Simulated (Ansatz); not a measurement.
## Infrared modes and screening in ZrSn3O8 (tetragonal HfO2 sites, Pmm2)

Perturbation theory with PBEsol in Ansatz on the PBEsol cell, ground state and force constants on a 6×4×4 mesh. Simulation only: spin-unpolarised, and no claim that this is the phase found in nature.

It is orthorhombic, Pmm2 (No. 25); conventional cell a = 3.517 Å, b = 7.242 Å, c = 5.367 Å, 11.39 Å³ an atom. Zr is surrounded by 8 O at 2.01–2.44 Å; Sn is surrounded by 8 O at 2.03–2.52 Å; O is surrounded by 3 Sn at 2.02–2.43 Å and 1 Zr at 2.08 Å; O is surrounded by 2 Sn at 2.05 Å and 2 Zr at 2.44 Å; O is surrounded by 2 Zr at 2.01 Å and 2 Sn at 2.50 Å; O is surrounded by 3 Sn at 2.03–2.56 Å and 1 Zr at 2.42 Å; Sn is surrounded by 8 O at 2.02–2.56 Å; O is surrounded by 4 Sn at 2.04–2.42 Å (further sites aren't listed).

```xyz
12
Lattice="3.5173 0.0000 0.0000 0.0000 7.2421 0.0000 0.0000 0.0000 5.3672" Properties=species:S:1:pos:R:3 pbc="T T T"
Zr    1.7587    0.0000    2.6995
Sn    0.0000    5.4391    0.0295
O     1.7587    5.4193    1.6992
O     0.0000    0.0000    1.0134
O     0.0000    0.0000    3.6691
O     1.7587    5.4915    4.3759
Sn    1.7587    3.6211    2.6280
Sn    0.0000    1.8030    0.0295
O     1.7587    1.8228    1.6992
O     0.0000    3.6211    0.9616
O     0.0000    3.6211    3.6552
O     1.7587    1.7507    4.3759
```

Optical modes without the longitudinal term (negative means imaginary):

| ω (cm⁻¹) | degeneracy | IR intensity, summed over the level ((D/Å)²/amu) |
| --- | --- | --- |
| -38 | 1 | 23.73 |
| 36 | 1 | 22.15 |
| 95 | 1 | 0.00 |
| 110 | 1 | 1.30 |
| 111 | 1 | 0.58 |
| 124 | 1 | 0.29 |
| 139 | 1 | 1.17 |
| 147 | 1 | 3.26 |
| 216 | 1 | 1.96 |
| 228 | 1 | 1.97 |
| 230 | 1 | 0.07 |
| 264 | 1 | 0.06 |
| 267 | 1 | 14.06 |
| 275 | 1 | 2.03 |
| 279 | 1 | 0.00 |
| 318 | 1 | 50.80 |
| 345 | 1 | 1.33 |
| 354 | 1 | 1.68 |
| 361 | 1 | 0.17 |
| 365 | 1 | 0.20 |
| 388 | 1 | 6.20 |
| 508 | 1 | 26.81 |
| 537 | 1 | 0.01 |
| 541 | 1 | 62.96 |
| 547 | 1 | 30.62 |
| 565 | 1 | 0.02 |
| 576 | 1 | 0.06 |
| 613 | 1 | 0.77 |
| 622 | 1 | 0.00 |
| 662 | 1 | 0.21 |
| 680 | 1 | 0.65 |
| 683 | 1 | 0.03 |
| 692 | 1 | 0.18 |

One optical level at Γ is imaginary (38i cm⁻¹, printed negative). By the program's warning the force constants, and with them frequencies and ε⁰, aren't converged on this mesh, so whether the cell is unstable needs a finer one. Of the real levels 29 are infrared active, the strongest at 541 cm⁻¹.

The electronic dielectric tensor ε∞ is 5.62, 5.47 and 5.22 along x, y and z. Born charges, averaged over directions: Zr +5.28, Sn +4.46 to +4.49, O -2.73 to -2.21 e. The program notes that the ground state's band table doesn't vouch for all the bands that the response reads.

For comparison, on the r2SCAN cell the mean ε∞ is 4.77 with r2SCAN (ground state on 6×4×4; least gap 2.40 eV).

No spin-orbit coupling is included; it can move band edges with weight on the heavy atoms by tenths of an eV.
